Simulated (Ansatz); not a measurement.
One crystal and one scan (scan of one atom of the cell) at two levels, r2SCAN (plane waves to 500 eV, PAW, scalar-relativistic; Ansatz, an electronic-structure program) and PBE (plane waves to 420 eV, PAW, scalar-relativistic; Ansatz), each from its own relaxed cell and on its own mesh. The cell shown is that of r2SCAN.

Starting cell, ZnO (wurtzite):

```xyz
4
Lattice="3.2352 0.0000 0.0000 -1.6176 2.8018 0.0000 0.0000 0.0000 5.2114" Properties=species:S:1:pos:R:3 pbc="T T T"
Zn     1.6176     0.9339     0.0126
Zn     0.0000     1.8678     2.6183
O      1.6176     0.9339     3.2456
O      0.0000     1.8678     0.6399
```

Scan: atom 3 (O, nearest neighbour Zn at 1.970 Å; its periodic images, 3.2 Å or more away, move with it) is displaced along Cartesian [111], direction (0.577, 0.577, 0.577) in Cartesian axes, by s. The other atoms stay.

Energies are smeared free energies. ZnO was relaxed with its symmetry unable to fall. Percentages come from the unrounded values.

Results of r2SCAN:

| Property | Result |
|---|---|
| Lattice constant a (Å) | 3.235 |
| Lattice constant c (Å) | 5.211 |
| Relaxed volume (Å³/atom) | 11.81 |
| Band gap of the relaxed cell, no spin-orbit coupling (eV) | 1.24 |
| Force constant k = d²E/ds² at s = 0 (finite differences) (eV/Å²) | 9.60 |
| Shape of the curve | a single well with its minimum at or next to zero displacement |

Problem. Estimate the PBE values.

Solution. 
| quantity | PBE | r2SCAN − PBE |
|---|---|---|
| Lattice constant a (Å) | 3.280 | -0.045 (-1.4 %) |
| Lattice constant c (Å) | 5.293 | -0.082 (-1.5 %) |
| Relaxed volume (Å³/atom) | 12.33 | -0.52 (-4.2 %) |
| Band gap of the relaxed cell, no spin-orbit coupling (eV) | 0.74 | +0.50 (+66 %) |
| Force constant k = d²E/ds² at s = 0 (finite differences) (eV/Å²) | 8.18 | +1.42 (+17 %) |

r2SCAN gives the higher value for: band gap of the relaxed cell, no spin-orbit coupling; force constant k = d²E/ds² at s = 0. r2SCAN gives the lower value for: lattice constant a; lattice constant c; relaxed volume. Both give the same shape of the curve: a single well with its minimum at or next to zero displacement.

(A displaced cell: forces are minus the slopes of the energy, force constants its curvatures, and phonons follow from these.)
